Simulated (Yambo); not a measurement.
G0W0@LDA for SrCd₂P₂ (space group P-3m1, No. 164) in Yambo. Reference settings: 3×3×2 Γ-centred k mesh, bands 9 to 230 and a 8 Ry block in the screening, 230 bands in G with the Bruneval-Gonze terminator, plasmon pole fitted at 27.2 eV. The LDA gap Γ → Γ on this mesh is 0.54 eV; G0W0 gaps are taken between the same points.

The settings were changed. The gap went from 1.31 eV to 1.16 eV, and the shift of the valence edge from -0.57 eV to -0.17 eV.

Problem. What was changed between the two runs?
A) 3×3×1 mesh
B) 59 bands in W, 59 bands in G, 3 Ry block
C) 180 bands in W, 180 bands in G, 3 Ry block, no terminator
D) 59 bands in W, 59 bands in G, 2 Ry block

Solution. C, 180 bands in W, 180 bands in G, 3 Ry block, no terminator. The others gave (gap, valence shift): 3×3×1 mesh: 1.23, -0.50 eV; 59 bands in W, 59 bands in G, 2 Ry block: 1.26, 0.13 eV; 59 bands in W, 59 bands in G, 3 Ry block: 1.32, 0.07 eV.

Spin-orbit coupling is not included.

Geometry of the Materials Project entry, not relaxed at this level; primitive cell a = 4.3595 Å, b = 4.3595 Å, c = 7.3115 Å, α = 90.00°, β = 90.00°, γ = 120.00°.

The structure is a Materials Project entry; no match was found in the copy of COD used, and its stability was not checked.

A shift is the quasiparticle energy of the state minus its LDA energy.
